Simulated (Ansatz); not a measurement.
## BaBe5H10: rattling a relaxed structure

It was reached by relaxing an invented guess, and it needn't be the stable form of this composition.

Theory: Ansatz 0.2.0, DFT PBE, scalar-relativistic, plane waves, PAW. Settings: cutoff 420 eV, Γ-centred mesh 6×6×8 on the computed 16-atom cell, Gaussian smearing of 0.02 eV; no spin polarisation.

The cell below (16 atoms, space group P-4m2 (No. 115)) is relaxed within its symmetry.

```
Ba Be H
1.0
     5.54406    0.00000    0.00000
     0.00000    5.54406    0.00000
     0.00000    0.00000    4.28635
Ba Be H
1 5 10
Cartesian
  2.7720 2.7720 0.0000
  0.0000 1.5023 2.4192
  1.5023 0.0000 1.8672
  4.0418 0.0000 1.8672
  0.0000 4.0418 2.4192
  0.0000 0.0000 0.0000
  1.4998 1.4998 2.1432
  4.0443 1.4998 2.1432
  0.0000 2.7720 1.6394
  0.0000 1.5097 3.8797
  2.7720 0.0000 2.6469
  1.4998 4.0443 2.1432
  1.5097 0.0000 0.4066
  4.0443 4.0443 2.1432
  4.0343 0.0000 0.4066
  0.0000 4.0343 3.8797
```

For the test it was strained at random (σ = 1.5 % a component), the atoms were moved at random (σ = 0.05 Å), and all was relaxed again on a coarse 4×4×4 mesh (in the run’s order of axes) with 0.10 eV smearing, with no symmetry imposed.

Question: What happens?

Answer: It doesn't return. The energy falls by 37 meV/atom on that mesh, the volume changes by 11.0 %, and the end has space group Pm (No. 6) at a loose tolerance. Relaxed again on a 6×6×4 mesh with 0.02 eV smearing, the new structure lies 37 meV/atom below the first (mesh in the axes of the run's cell; the cell below is made exact in the group named). Space group Pm (No. 6), monoclinic, a = 4.462 Å, b = 4.943 Å, c = 6.802 Å, β = 102.8°. Ba has 13 H at 2.57–2.95 Å and 2 Be at 3.21 Å; Be on a site of symmetry m has 4 H at 1.44–1.51 Å; Be on a site of symmetry 1 is surrounded by 2 H at 1.49–1.52 Å and 2 H at 1.62–1.70 Å; H on a site of symmetry 1 has 1 Be at 1.44 Å, 1 Be at 1.62 Å, 3 H at 2.22–2.31 Å, 3 H at 2.47–2.48 Å, 1 H at 2.62 Å, 1 Ba at 2.85 Å, 4 Be at 2.86–3.01 Å and 1 H at 3.02 Å; 8 more sites not described.

```
Ba Be H
1.0
     4.46224    0.00000    0.00000
     0.00000    4.94267    0.00000
    -1.50502    0.00000    6.63325
Ba Be H
1 5 10
Direct
  0.90489 0.50000 0.62286
  0.47739 0.00000 0.28453
  0.54596 0.76367 0.00717
  0.54596 0.23633 0.00717
  0.37654 0.00000 0.68199
  0.06853 0.00000 0.04100
  0.62556 0.75062 0.25071
  0.62556 0.24938 0.25071
  0.54747 0.00000 0.51156
  0.14560 0.00000 0.25570
  0.38091 0.50000 0.99497
  0.46781 0.73249 0.75211
  0.88005 0.75663 0.98883
  0.46781 0.26751 0.75211
  0.88005 0.24337 0.98883
  0.05992 0.00000 0.60975
```
